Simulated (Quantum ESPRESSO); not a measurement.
# Al3MgAs3S: one run as intended and one with a planted mistake

Simulated, not a measurement. The program is pw.x of Quantum ESPRESSO 7.5 (plane-wave density functional theory). The cell is made up: 8 atoms on a zincblende/diamond lattice, with randomly drawn elements, strain and displacements, not relaxed. PseudoDojo standard norm-conserving files (v0.5 for PBE, v0.4.1 for LDA and PBEsol) set the functional; there is no spin polarisation, spin-orbit coupling or dispersion term, and the masses in the input are unused placeholders.

Intended input:

```
&control calculation='scf', pseudo_dir='./dojo.nc.sr.pbe.v0_5.standard.upf', outdir='./o', disk_io='low', tprnfor=.true., tstress=.true. /
&system ibrav=0, nat=8, ntyp=4, nbnd=41, ecutwfc=84.00895049, nosym=.true., tot_charge=0,
 occupations='smearing', smearing='fd', degauss=0.0018374661
/
&electrons conv_thr=7.350e-09, electron_maxstep=60, /
ATOMIC_SPECIES
Al 1.0 Al.upf
As 1.0 As.upf
Mg 1.0 Mg.upf
S 1.0 S.upf
CELL_PARAMETERS angstrom
5.593 -0.0567 0.0438
-0.0567 5.5856 -0.0585
0.0438 -0.0585 5.6591
ATOMIC_POSITIONS angstrom
Al 0.1333 -0.0435 0.1065
Mg 0.1031 2.8409 2.9323
Al 2.6638 -0.0022 2.9607
Al 2.729 2.8816 0.0315
As 1.4119 1.4272 1.4193
S 1.3339 4.1205 4.3143
As 4.2549 1.3312 4.3763
As 4.0573 4.0827 1.3564
K_POINTS automatic
4 4 4 1 1 1
```

The log is shortened where brackets say so; the opening notice, blank lines, dates and the lines on written files are dropped, and the path of the files is cut. It prints rydbergs, bohrs and kilobars, and counts compression as positive stress. Where no state is partly filled, the Fermi energy that it prints is only some level between the filled and the empty states on the mesh, and need not lie in the true gap.

Log of the intended run:

```
     Program PWSCF v.7.5
     Parallel version (MPI & OpenMP), running on       4 processor cores
     Number of MPI processes:                 4
     Threads/MPI process:                     1
     [start-up lines left out]
     bravais-lattice index     =            0
     lattice parameter (alat)  =      10.5701  a.u.
     unit-cell volume          =    1192.7276 (a.u.)^3
     number of atoms/cell      =            8
     number of atomic types    =            4
     number of electrons       =        70.00
     number of Kohn-Sham states=           41
     kinetic-energy cutoff     =      84.0090  Ry
     charge density cutoff     =     336.0358  Ry
     scf convergence threshold =      7.3E-09
     mixing beta               =       0.7000
     number of iterations used =            8  plain     mixing
     Exchange-correlation= PBE
                           (   1   4   3   4   0   0   0)
     [axes and pseudopotential details left out]
   Cartesian axes
     site n.     atom                  positions (alat units)
         1        Al     tau(   1) = (   0.0238314  -0.0077769   0.0190401  )
         2        Mg     tau(   2) = (   0.0184322   0.5078968   0.5242373  )
         3        Al     tau(   3) = (   0.4762348  -0.0003933   0.5293147  )
         4        Al     tau(   4) = (   0.4878913   0.5151732   0.0056316  )
         5        As     tau(   5) = (   0.2524198   0.2551552   0.2537428  )
         6        S      tau(   6) = (   0.2384750   0.7366640   0.7713116  )
         7        As     tau(   7) = (   0.7606921   0.2379923   0.7823960  )
         8        As     tau(   8) = (   0.7253651   0.7299061   0.2424975  )
     number of k points=    32  Fermi-Dirac smearing, width (Ry)=  0.0018
                       cart. coord. in units 2pi/alat
        k(    1) = (   0.1253350   0.1277458   0.1239006), wk =   0.0625000
        k(    2) = (   0.1234256   0.1303148   0.3710421), wk =   0.0625000
     [further k points left out]
     Dense  grid:   124067 G-vectors     FFT dimensions: (  64,  64,  64)
     Estimated max dynamical RAM per process >     245.07 MB
     Estimated total dynamical RAM >     889.40 MB
     Initial potential from superposition of free atoms
     starting charge      69.9911, renormalised to      70.0000
     Starting wfcs are   48 randomized atomic wfcs
     total cpu time spent up to now is        3.1 secs
     per-process dynamical memory:   182.4 Mb
     Self-consistent Calculation
     iteration #  1     ecut=    84.01 Ry     beta= 0.70
     Davidson diagonalization with overlap
     ethr =  1.00E-02,  avg # of iterations =  4.1
     Threshold (ethr) on eigenvalues was too large:
     Diagonalizing with lowered threshold
     Davidson diagonalization with overlap
     ethr =  5.48E-04,  avg # of iterations =  2.1
     total cpu time spent up to now is       12.3 secs
     total energy              =    -791.28523752 Ry
     estimated scf accuracy    <       0.38149171 Ry
     iteration #  2     ecut=    84.01 Ry     beta= 0.70
     Davidson diagonalization with overlap
     ethr =  5.45E-04,  avg # of iterations =  5.1
     total cpu time spent up to now is       17.3 secs
     total energy              =    -791.35840630 Ry
     estimated scf accuracy    <       0.09527635 Ry
     [iterations 3 to 7 left out]
     iteration #  8     ecut=    84.01 Ry     beta= 0.70
     Davidson diagonalization with overlap
     ethr =  1.49E-09,  avg # of iterations =  2.0
     total cpu time spent up to now is       45.9 secs
     total energy              =    -791.38399704 Ry
     estimated scf accuracy    <       0.00000010 Ry
     iteration #  9     ecut=    84.01 Ry     beta= 0.70
     Davidson diagonalization with overlap
     ethr =  1.40E-10,  avg # of iterations =  3.7
     total cpu time spent up to now is       50.8 secs
     End of self-consistent calculation
     [lines on levels left out]
     the Fermi energy is     7.0819 ev
!    total energy              =    -791.38399708 Ry
     estimated scf accuracy    <          6.9E-09 Ry
     smearing contrib. (-TS)   =      -0.00000000 Ry
     internal energy E=F+TS    =    -791.38399708 Ry
     The total energy is F=E-TS. E is the sum of the following terms:
     one-electron contribution =    -524.79944690 Ry
     hartree contribution      =     285.45008970 Ry
     xc contribution           =    -171.43459156 Ry
     ewald contribution        =    -380.60004831 Ry
     convergence has been achieved in   9 iterations
     Forces acting on atoms (cartesian axes, Ry/au):
     atom    1 type  1   force =    -0.07504175    0.01881950    0.00079504
     atom    2 type  3   force =    -0.06546366   -0.01916962   -0.04665193
     atom    3 type  1   force =     0.06199112    0.00658144   -0.01942072
     atom    4 type  1   force =     0.00029695   -0.06410416   -0.04096388
     atom    5 type  2   force =     0.00967921   -0.01464312    0.00866472
     atom    6 type  4   force =     0.04856309    0.03987265    0.02267834
     atom    7 type  2   force =    -0.02358024   -0.02915927    0.00255632
     atom    8 type  2   force =     0.04355529    0.06180259    0.07234210
     Total force =     0.200187     Total SCF correction =     0.000296
     Computing stress (Cartesian axis) and pressure
          total   stress  (Ry/bohr**3)                   (kbar)     P=       51.05
   0.00030641   0.00022702   0.00006401           45.07       33.40        9.42
   0.00022702   0.00035131   0.00022034           33.40       51.68       32.41
   0.00006401   0.00022034   0.00038345            9.42       32.41       56.41
     init_run     :      2.94s CPU      3.02s WALL (       1 calls)
     electrons    :     47.52s CPU     47.76s WALL (       1 calls)
     forces       :      0.74s CPU      0.75s WALL (       1 calls)
     stress       :      2.38s CPU      2.39s WALL (       1 calls)
     [timing details left out]
     PWSCF        :     53.67s CPU     54.04s WALL
     JOB DONE.
```

A second run has one planted mistake: the smearing is too wide. The input lines that differ, file-writing options aside:

```
- &system ibrav=0, nat=8, ntyp=4, nbnd=41, ecutwfc=84.00895049, nosym=.true., tot_charge=0,
+ &system ibrav=0, nat=8, ntyp=4, nbnd=59, ecutwfc=84.00895049, nosym=.true., tot_charge=0,
-  occupations='smearing', smearing='fd', degauss=0.0018374661
+  occupations='smearing', smearing='fd', degauss=0.0440991866
```

Its log:

```
     Program PWSCF v.7.5
     Parallel version (MPI & OpenMP), running on       4 processor cores
     Number of MPI processes:                 4
     Threads/MPI process:                     1
     [start-up lines left out]
     bravais-lattice index     =            0
     lattice parameter (alat)  =      10.5701  a.u.
     unit-cell volume          =    1192.7276 (a.u.)^3
     number of atoms/cell      =            8
     number of atomic types    =            4
     number of electrons       =        70.00
     number of Kohn-Sham states=           59
     kinetic-energy cutoff     =      84.0090  Ry
     charge density cutoff     =     336.0358  Ry
     scf convergence threshold =      7.3E-09
     mixing beta               =       0.7000
     number of iterations used =            8  plain     mixing
     Exchange-correlation= PBE
                           (   1   4   3   4   0   0   0)
     [axes and pseudopotential details left out]
   Cartesian axes
     site n.     atom                  positions (alat units)
         1        Al     tau(   1) = (   0.0238314  -0.0077769   0.0190401  )
         2        Mg     tau(   2) = (   0.0184322   0.5078968   0.5242373  )
         3        Al     tau(   3) = (   0.4762348  -0.0003933   0.5293147  )
         4        Al     tau(   4) = (   0.4878913   0.5151732   0.0056316  )
         5        As     tau(   5) = (   0.2524198   0.2551552   0.2537428  )
         6        S      tau(   6) = (   0.2384750   0.7366640   0.7713116  )
         7        As     tau(   7) = (   0.7606921   0.2379923   0.7823960  )
         8        As     tau(   8) = (   0.7253651   0.7299061   0.2424975  )
     number of k points=    32  Fermi-Dirac smearing, width (Ry)=  0.0441
                       cart. coord. in units 2pi/alat
        k(    1) = (   0.1253350   0.1277458   0.1239006), wk =   0.0625000
        k(    2) = (   0.1234256   0.1303148   0.3710421), wk =   0.0625000
     [further k points left out]
     Dense  grid:   124067 G-vectors     FFT dimensions: (  64,  64,  64)
     Estimated max dynamical RAM per process >     300.81 MB
     Estimated total dynamical RAM >       1.09 GB
     Initial potential from superposition of free atoms
     starting charge      69.9911, renormalised to      70.0000
     Starting wfcs are   48 randomized atomic wfcs +   11 random wfcs
     total cpu time spent up to now is        3.3 secs
     per-process dynamical memory:   212.9 Mb
     Self-consistent Calculation
     iteration #  1     ecut=    84.01 Ry     beta= 0.70
     Davidson diagonalization with overlap
     ethr =  1.00E-02,  avg # of iterations =  7.6
     Threshold (ethr) on eigenvalues was too large:
     Diagonalizing with lowered threshold
     Davidson diagonalization with overlap
     ethr =  4.65E-04,  avg # of iterations =  2.0
     total cpu time spent up to now is       18.3 secs
     total energy              =    -791.35507763 Ry
     estimated scf accuracy    <       0.32470811 Ry
     iteration #  2     ecut=    84.01 Ry     beta= 0.70
     Davidson diagonalization with overlap
     ethr =  4.64E-04,  avg # of iterations =  3.4
     total cpu time spent up to now is       25.0 secs
     total energy              =    -791.40214714 Ry
     estimated scf accuracy    <       0.10567307 Ry
     [iterations 3 to 8 left out]
     iteration #  9     ecut=    84.01 Ry     beta= 0.70
     Davidson diagonalization with overlap
     ethr =  3.28E-10,  avg # of iterations =  2.0
     total cpu time spent up to now is       69.7 secs
     total energy              =    -791.43414062 Ry
     estimated scf accuracy    <       0.00000001 Ry
     iteration # 10     ecut=    84.01 Ry     beta= 0.70
     Davidson diagonalization with overlap
     ethr =  2.01E-11,  avg # of iterations =  2.3
     total cpu time spent up to now is       76.2 secs
     End of self-consistent calculation
     [lines on levels left out]
     the Fermi energy is     7.2524 ev
!    total energy              =    -791.43414063 Ry
     estimated scf accuracy    <          2.3E-09 Ry
     smearing contrib. (-TS)   =      -0.15597237 Ry
     internal energy E=F+TS    =    -791.27816825 Ry
     The total energy is F=E-TS. E is the sum of the following terms:
     one-electron contribution =    -524.14202240 Ry
     hartree contribution      =     284.85799529 Ry
     xc contribution           =    -171.39409283 Ry
     ewald contribution        =    -380.60004831 Ry
     convergence has been achieved in  10 iterations
     Forces acting on atoms (cartesian axes, Ry/au):
     atom    1 type  1   force =    -0.05841911    0.00944492   -0.00496348
     atom    2 type  3   force =    -0.05350569   -0.01096114   -0.04112669
     atom    3 type  1   force =     0.04331257    0.00017158   -0.01239685
     atom    4 type  1   force =    -0.01771147   -0.05479278   -0.04841540
     atom    5 type  2   force =     0.01458553   -0.01450188    0.00562408
     atom    6 type  4   force =     0.04943715    0.03786475    0.02506148
     atom    7 type  2   force =    -0.02230179   -0.03167074    0.00717314
     atom    8 type  2   force =     0.04460281    0.06444529    0.06904371
     Total force =     0.182518     Total SCF correction =     0.000372
     Computing stress (Cartesian axis) and pressure
          total   stress  (Ry/bohr**3)                   (kbar)     P=       58.62
   0.00037258   0.00023437   0.00007859           54.81       34.48       11.56
   0.00023437   0.00039914   0.00021333           34.48       58.72       31.38
   0.00007859   0.00021333   0.00042378           11.56       31.38       62.34
     init_run     :      3.16s CPU      3.27s WALL (       1 calls)
     electrons    :     71.90s CPU     72.87s WALL (       1 calls)
     forces       :      0.89s CPU      0.90s WALL (       1 calls)
     stress       :      2.91s CPU      2.91s WALL (       1 calls)
     [timing details left out]
     PWSCF        :   1m18.94s CPU   1m20.06s WALL
     JOB DONE.
```

```
                                            intended run  run with the mistake
                          free energy (eV)    -10767.328            -10768.010
                    smearing term -TS (eV)        0.0000               -2.1221
                            pressure (GPa)          5.11                  5.86
            largest force component (eV/Å)         1.929                 1.775
largest change of a force component (eV/Å)                               0.480
                                iterations             9                    10
```

For scale, a rerun of the intended cell at 1437 eV and a 6 x 6 x 6 mesh moved values by no more than 0.007 eV in energy, 0.02 GPa in stress and 0.004 eV/Å in force. The number of bands, nbnd, was set by rule from the electron count and the smearing, so it follows the mistake.